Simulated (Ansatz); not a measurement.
YCu:
```
CELL_PARAMETERS angstrom
      3.38120     0.00000     0.00000
      0.00000     3.38120     0.00000
      0.00000     0.00000     3.38120
ATOMIC_POSITIONS crystal
  Y  0.00000 0.00000 0.00000
  Cu 0.50000 0.50000 0.50000
```

Relaxed with LDA. Special points in fractions of this cell's reciprocal vectors: Γ (0.000, 0.000, 0.000); X (0.000, 0.500, 0.000); M (0.500, 0.500, 0.000); R (0.500, 0.500, 0.500).

List the band energies nearest the Fermi level at these points for the program Ansatz at the LDA level (PAW).

In eV from the Fermi level; about four levels below and three above (degenerate sets whole), none deeper than 8.9 eV; points with the same levels are listed once.

| k | below | above |
|---|---|---|
| Γ | -3.93 -3.93 -3.10 -3.10 -3.10 | 0.42 0.42 5.06 5.06 5.06 |
| X | -3.15 -3.15 -3.02 -2.15 | 0.23 1.76 1.76 |
| M | -3.42 -3.42 -2.78 -2.22 | 0.75 0.75 0.94 |
| R | -2.77 -2.77 -1.89 -1.89 -1.89 | 1.62 6.62 6.62 |

Space group Pm-3m (CsCl type). The workflow started from a Materials Project entry (that database holds measured and hypothetical structures alike); the Crystallography Open Database copy checked does not list it. Whether it is the stable phase at ambient conditions was not checked. The cell was relaxed with LDA under the symmetry of its start; whether a distortion lowers the energy is not shown. The run is not spin-polarised. Spin–orbit coupling is left out wherever it is not named.

Potentials: the later of the program's two PAW sets.
